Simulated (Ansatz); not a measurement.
GaP:
```
CELL_PARAMETERS angstrom
      6.65562     0.00000     0.00000
      0.00000     6.65562     0.00000
      0.00000     0.00000     3.85899
ATOMIC_POSITIONS crystal
  Ga 0.32426 0.67574 0.00000
  Ga 0.67574 0.32426 0.00000
  Ga 0.82426 0.82426 0.50000
  Ga 0.17574 0.17574 0.50000
  P  0.31683 0.31683 0.00000
  P  0.68317 0.68317 0.00000
  P  0.18317 0.81683 0.50000
  P  0.81683 0.18317 0.50000
```

The program Ansatz at the r²SCAN level (PAW) gives a gap of 1.43 eV without spin–orbit coupling, maximum on the M–Γ line, 94 % of the way from M, minimum at A.

Problem. What happens when spin–orbit coupling is switched on?

Solution. The gap drops by 0.02 eV, to 1.41 eV; maximum at Γ, minimum at A.

Problem. Give the hole effective mass with spin–orbit coupling.

Solution. 0.23, 0.25, 0.96 mₑ (principal values).

Space group P4_2/mnm. The start of the workflow was typed in or built on a structure type; neither database checked (COD, Materials Project) lists it. It is not the phase usual at ambient conditions (space group No. 216). The cell was relaxed with r²SCAN under the symmetry of its start; its stability against distortions is not shown here. The volume moved by 17 % from the start of the relaxation.

Potentials: the earlier of the program's two PAW sets. The files were generated under PBE; for other functionals the program regenerates the frozen cores, and for LDA and PBEsol the local potential too.
